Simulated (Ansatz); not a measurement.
SrTl (CsCl type)

```
SrTl
1.0
    4.06285     0.00000     0.00000
    0.00000     4.06285     0.00000
    0.00000     0.00000     4.06285
Sr Tl
1 1
Direct
  0.00000   0.00000   0.00000
  0.50000   0.50000   0.50000
```

The slice is a {110} plane (indices of the conventional cell) through the point (0.000, 0.000, 0.000) (fractional), spanned by u = [100] and v = [011] in vectors of this cell: u (4.06 Å) and v (5.75 Å, at 90° to u). It covers one period; positions are fractions (u, v).

Level of theory: r2SCAN (plane waves to 500 eV, PAW, scalar-relativistic; Ansatz, a quantum-chemistry and plane-wave program). k mesh 12×12×12. These are valence fields of a PAW run, semicore shells included where kept as valence: close to a nucleus they are smooth pseudo fields. Spin-orbit coupling is left out, though Tl is heavy. SrTl was relaxed with its symmetry unable to fall.

Three fields on this plane, each scaled to ten steps between its own extremes (0 low, 9 high; the total valence density on a logarithmic scale, the potential cut 8 eV below its top; x marks points blanked near nuclei; v = 0 in the bottom row):

Map A
```
|xxxxx00246664200xxxx|
|xxxxx00356665300xxxx|
|xxxx0014677764100xxx|
|xxx000356777653000xx|
|00000346777776430000|
|00013456777776543100|
|33345566655566655433|
|55666654321234566665|
|77776530000000356777|
|88876300xxxxx0036788|
|9987400xxxxxxx004789|
|998730xxxxxxxxx03789|
|998620xxxxxxxxx02689|
|998610xxxxxxxxx01689|
|998620xxxxxxxxx02689|
|998730xxxxxxxxx03789|
|9987400xxxxxxx004789|
|88876300xxxxx0036788|
|77776530000000356777|
|55666654321234566665|
|33345566655566655433|
|00013456777776543100|
|00000346777776430000|
|xxx000356777653000xx|
|xxxx0014677764100xxx|
|xxxxx00356665300xxxx|
|xxxxx00246664200xxxx|
|xxxxx00246664200xxxx|
```

Map B
```
|xxxxx93000000039xxxx|
|xxxxx71000000017xxxx|
|xxxx9400011100049xxx|
|xxx951001232100159xx|
|99741001344431001479|
|32100013455543100012|
|00001244555554421000|
|00113455444445543110|
|22344544444444454432|
|34455445xxxxx5445544|
|4455445xxxxxxx544554|
|555444xxxxxxxxx44455|
|555444xxxxxxxxx44455|
|554444xxxxxxxxx44445|
|555444xxxxxxxxx44455|
|555444xxxxxxxxx44455|
|4455445xxxxxxx544554|
|34455445xxxxx5445544|
|22344544444444454432|
|00113455444445543110|
|00001244555554421000|
|32100013455543100012|
|99741001344431001479|
|xxx951001232100159xx|
|xxxx9400011100049xxx|
|xxxxx71000000017xxxx|
|xxxxx93000000039xxxx|
|xxxxx93000000039xxxx|
```

Map C
```
|xxxxx85200000258xxxx|
|xxxxx74200000247xxxx|
|xxxx9631100011369xxx|
|xxx964211111112469xx|
|98764322222222234678|
|55433223333333223345|
|33222334455544332223|
|12223455677765543222|
|12234567899987654322|
|22235689xxxxx9865322|
|2234579xxxxxxx975432|
|223568xxxxxxxxx86532|
|233579xxxxxxxxx97533|
|234579xxxxxxxxx97543|
|233579xxxxxxxxx97533|
|223568xxxxxxxxx86532|
|2234579xxxxxxx975432|
|22235689xxxxx9865322|
|12234567899987654322|
|12223455677765543222|
|33222334455544332223|
|55433223333333223345|
|98764322222222234678|
|xxx964211111112469xx|
|xxxx9631100011369xxx|
|xxxxx74200000247xxxx|
|xxxxx85200000258xxxx|
|xxxxx95200000259xxxx|
```

Task: Assign the maps to these fields: electron localisation function (ELF); valence electron density; electrostatic potential energy of an electron, from the cell's mean.

Result: A is the electrostatic potential energy of an electron, from the cell's mean; B is the electron localisation function (ELF); C is the valence electron density.
